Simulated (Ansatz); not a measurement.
MoS$_{2}$:
```
MoS2
1.0
    1.58812     0.91690     6.22378
   -1.58812     0.91690     6.22378
    0.00000    -1.83380     6.22378
Mo S
1 2
Cartesian
  0.00000   0.00000  18.66706
  0.00000   0.00000   7.77210
  0.00000   0.00000   4.66766
```

Relaxed with r²SCAN+D4. Special points in fractions of this cell's reciprocal vectors: Γ (0.000, 0.000, 0.000); T (0.500, 0.500, 0.500); H2 (0.819, 0.181, 0.500); H0 (0.500, -0.181, 0.181); L (0.500, 0.000, 0.000); S0 (0.341, -0.341, 0.000); S2 (0.659, 0.000, 0.341); F (0.500, 0.000, 0.500).

Q: List the band energies nearest the valence-band maximum at these points for the program Ansatz at the r²SCAN+D4 level (PAW).

A: In eV from the valence-band maximum; about four levels below and three above (degenerate sets whole), none deeper than 8.9 eV; points with the same levels are listed once.

```tsv
k	below	above
Γ	-2.39 -2.39 -1.39 -1.13	2.18 2.18 2.55 2.55
T	-3.55 -3.55 -3.55 -2.37 -2.37 0.00	2.27 2.27 2.43 2.43
H2	-4.51 -3.87 -2.94 -0.77	1.07 2.48 3.14
L	-4.15 -2.46 -1.76 -1.47	1.69 2.12 3.66
S0	-4.51 -3.80 -2.98 -0.76	1.04 2.49 3.13
F	-4.08 -3.00 -1.93 -1.31	1.65 2.24 3.27
```

Space group R3m. The cell was relaxed with r²SCAN+D4 under the symmetry of its start. No spin polarisation was allowed. Spin–orbit coupling is left out wherever it is not named.

Potentials: the earlier of the program's two PAW sets.
